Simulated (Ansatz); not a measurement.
An Ansatz (an electronic-structure program) run. Input:

Ansatz 0.2 input:
```yaml
crystal:
  lattice:
    - [3.727421896, 0.0, 0.0]
    - [0.0, 3.727421896, 0.0]
    - [0.0, 0.0, 3.4477556474]
  atoms:
    - { symbol: Ca, position: [0.5, 0.5, 0.5] }
    - { symbol: Al, position: [0.0, 0.0, 0.0] }
    - { symbol: O, position: [0.5, 0.0, 0.0] }
    - { symbol: O, position: [0.0, 0.5, 0.0] }
    - { symbol: H, position: [0.0, 0.0, 0.5] }
kpoints:
  mp_grid: { grid: [8, 8, 8] }
hamiltonian:
  xc: pbesol
  pseudopotentials: { azcp: { folder: ./paw }, kind: paw }
scf:
  occupations: { method: fixed }
dielectric: {}
```

Output (shortened):

```
Pseudopotential: Ca, paw, valence charge 10
Pseudopotential: Al, paw, valence charge 3
Pseudopotential: O, paw, valence charge 6
Pseudopotential: H, paw, valence charge 1
Functional definition: PBEsol
Crystal: 5 atoms, lattice volume = 47.902 Å³
Basis set: ecut = 420 eV, 955 PW (Γ), exchange–correlation on 50×50×48 points (8 copies of the dense FFT grid, shifted against one another)
Bands: 18, of which v1, the nominal top of the filled ones, is band 13 counted from 1 (12 counted from 0)
Symmetry: 16 space group operations
k-points: 170 of 512 (irreducible under 2 space group operations, time reversal used)
SCF iter   1: F=—  HF=-3463.172543 eV  |F-HF|=—  |Δ(HF+E_count)|=         —  Δρ=8.20e-2  dr2=3.18e0  ethr=3.10e-3  ⟨swp⟩=4.3  Hψ=14989  notcnv=0  defer=417
preconditioner: auto → none
SCF iter   2: F=—  HF=-3462.259818 eV  |F-HF|=—  |Δ(HF+E_count)|=   9.13e-1  Δρ=4.32e-2  dr2=7.94e-1  ethr=3.10e-3  ⟨swp⟩=3.3  Hψ=7827  notcnv=0  defer=414
SCF iter   3: F=—  HF=-3462.123974 eV  |F-HF|=—  |Δ(HF+E_count)|=   1.36e-1  Δρ=2.28e-2  dr2=1.43e-1  ethr=3.05e-3  ⟨swp⟩=2.2  Hψ=5586  notcnv=0  defer=376
SCF iter   4: F=—  HF=-3462.102551 eV  |F-HF|=—  |Δ(HF+E_count)|=   2.14e-2  Δρ=7.63e-3  dr2=1.61e-2  ethr=5.50e-4  ⟨swp⟩=2.0  Hψ=4506  notcnv=0  defer=475
SCF iter   5: F=—  HF=-3462.102874 eV  |F-HF|=—  |Δ(HF+E_count)|=   3.23e-4  Δρ=2.11e-3  dr2=1.15e-3  ethr=6.18e-5  ⟨swp⟩=2.7  Hψ=4709  notcnv=0  defer=508
SCF iter   6: F=—  HF=-3462.103061 eV  |F-HF|=—  |Δ(HF+E_count)|=   1.87e-4  Δρ=2.57e-4  dr2=1.66e-5  ethr=4.41e-6  ⟨swp⟩=2.2  Hψ=4399  notcnv=0  defer=510
SCF iter   7: F=—  HF=-3462.103070 eV  |F-HF|=—  |Δ(HF+E_count)|=   8.90e-6  Δρ=1.83e-5  dr2=7.39e-8  ethr=6.39e-8  ⟨swp⟩=2.1  Hψ=4073  notcnv=0  defer=355
SCF iter   8: F=—  HF=-3462.103070 eV  |F-HF|=—  |Δ(HF+E_count)|=   2.20e-7  Δρ=1.34e-6  dr2=3.51e-10  ethr=2.84e-10  ⟨swp⟩=2.2  Hψ=4519  notcnv=0  defer=216
SCF iter   9: F=-3462.103070 eV  HF=-3462.103070 eV  |F-HF|=3.64e-12  |Δ(HF+E_count)|=  4.19e-10  Δρ=1.11e-7  dr2=5.12e-12  ethr=1.00e-12  ⟨swp⟩=8.5  Hψ=14726  notcnv=0
SCF 1 converged in 9 iterations: F = -3462.103070 eV  dr2 = 5.12e-12
DFPT response loops at Γ: preconditioner auto → none (the input reference at scf.mixing.eps_inf says where Resta's filter doesn't serve); β = 0.50 …
── the response to a field inside a basis, on 8×8×8 k-points: an SCF that follows is theirs, and a resumed run solves both again ──
Crystal: 5 atoms, lattice volume = 47.902 Å³
Bands: 14, of which v1, the nominal top of the filled ones, is band 13 counted from 1 (12 counted from 0)
k-points: 40 of 512
SCF iter   1: F=—  HF=-3462.103242 eV  |F-HF|=—  |Δ(HF+E_count)|=         —  Δρ=3.91e-4  dr2=1.23e-5  ethr=1.00e-1
preconditioner: auto → none
SCF iter   2: F=—  HF=-3462.103246 eV  |F-HF|=—  |Δ(HF+E_count)|=   3.93e-6  Δρ=1.72e-4  dr2=4.39e-6  ethr=4.72e-8
SCF iter   3: F=—  HF=-3462.103248 eV  |F-HF|=—  |Δ(HF+E_count)|=   1.46e-6  Δρ=9.61e-5  dr2=1.36e-6  ethr=1.69e-8
SCF iter   4: F=-3462.103248 eV  HF=-3462.103248 eV  |F-HF|=4.98e-9  |Δ(HF+E_count)|=   1.38e-7  Δρ=8.02e-6  dr2=9.69e-9  ethr=5.21e-9
SCF 1 converged in 4 iterations: F = -3462.103248 eV  dr2 = 9.69e-9
DFPT response loops at Γ: mixed as the last ones told, above
SCF converged after 9 iterations
Free energy (F): -3462.103070 eV
Harris-Foulkes:  -3462.103070 eV  (|F-HF|=3.64e-12)
Internal energy: -3462.103070 eV  (E = F + TS)
E sigma→0 (E₀):  -3462.103070 eV
Fermi energy:    8.547384 eV
--- Per-component energies (eV) ---
  E_band       = -89.175935
  E_kinetic    = 637.244873
  E_local      = -1264.105626  (includes V_loc(G=0)·N_el)
  E_nonlocal   = 206.144109
  E_hartree    = 440.958629
  E_xc         = -319.041164
  E_vxc        = -386.738131  (∫ρ·V_xc dr)
  E_paw        = -1615.301253  (= ΣΔE_a)
  E_vpaw       = -163.638956  (= ΣTr[D̂ρ^β])
  E_aug_tail   = 0.000511  (compensation charges beyond the density's cutoff)
  E_ewald      = -1548.211658
  E_core_change = 0.208509  (= ΣΔE_core)
  E_smearing   =  0.000000  (= −TS)
  E_closure    =  0.000000  (closes the sum)
  Σ components = -3462.103070   (vs F -3462.103070, Δ=0.00e0)
  [band-id]    e_kinetic+e_local+e_nonlocal+2·e_hartree+e_vxc+e_vpaw+e_augmentation_tail = -89.175963   (vs E_band -89.175935, Δ=-2.75e-5)
--- Band table (eV; the first three rows and the last of 170) ---
  k-point 0: bands = ["-30.2328", "-11.3604", "-11.3604", "-11.1889", "-9.7575", "-7.8614", "3.5718", "3.5718", "3.9053", "5.6716", "7.2452", "7.5670", "7.5670", "13.1900", "13.5583", "14.4004", "14.8592", "14.8592"]
  k-point 1: bands = ["-30.2284", "-11.3738", "-11.3525", "-11.3525", "-9.5521", "-7.8439", "3.3835", "3.5541", "3.5541", "6.2191", "6.9913", "7.5048", "7.5048", "13.4772", "13.9149", "14.4805", "15.0473", "15.0473"]
  k-point 2: bands = ["-30.2176", "-11.7078", "-11.3333", "-11.3333", "-9.1641", "-7.8010", "2.5524", "3.5072", "3.5072", "6.4587", "7.1820", "7.3740", "7.3740", "14.2172", "14.6889", "14.7008", "15.0501", "15.5158"]
  k-point 169: bands = ["-30.1800", "-11.4700", "-11.4612", "-11.4612", "-8.5852", "-8.5852", "1.4458", "3.8785", "4.5912", "5.6091", "5.6091", "6.5481", "8.5474", "14.7465", "14.7465", "15.8649", "16.0406", "16.3354"]
--- Dielectric response (ions clamped): 3 representative field directions + reference, inside a basis on a mesh of 512 k-points (Σ response iterations 15) ---
  ε∞ (high-frequency dielectric tensor):
        3.987710     0.000000     0.000000
        0.000000     3.987710     0.000000
        0.000000     0.000000     4.360424
  Born effective charges Z* (e; rows j = field, columns β = displacement):
    site 0:
         2.53665    0.00000    0.00000
         0.00000    2.53665    0.00000
         0.00000    0.00000    2.71974
    site 1:
         2.87334    0.00000    0.00000
         0.00000    2.87334    0.00000
         0.00000    0.00000    2.74060
    site 2:
        -2.81841    0.00000    0.00000
         0.00000   -1.94518    0.00000
         0.00000    0.00000   -2.12623
    site 3:
        -1.94518    0.00000    0.00000
         0.00000   -2.81841    0.00000
         0.00000    0.00000   -2.12623
    site 4:
        -0.64641    0.00000    0.00000
         0.00000   -0.64641    0.00000
         0.00000    0.00000   -1.20788
  Z* charge neutrality: 1.894e-3 e pre-enforcement
  solved inside a basis spanned on kpoints, on 8×8×8 k-points, its susceptibility summed on 10×10×12: ε∞ is read to err by 1.1e-2, Z* by 1.1e-2 e (field_mesh …
```

Cost: very roughly 120 core-seconds on shared cores.

Space group P4/mmm. The start of the workflow was typed in or built on a structure type; neither database checked (COD, Materials Project) lists it. Its standing as an ambient phase is unchecked. Symmetry was held in the PBEsol relaxation. At this level the phase is dynamically unstable (imaginary phonons).

Potentials: the earlier of the program's two PAW sets. The files were generated under PBE; for other functionals the program regenerates the frozen cores, and for LDA and PBEsol the local potential too.

Ansatz is a plane-wave DFT program.
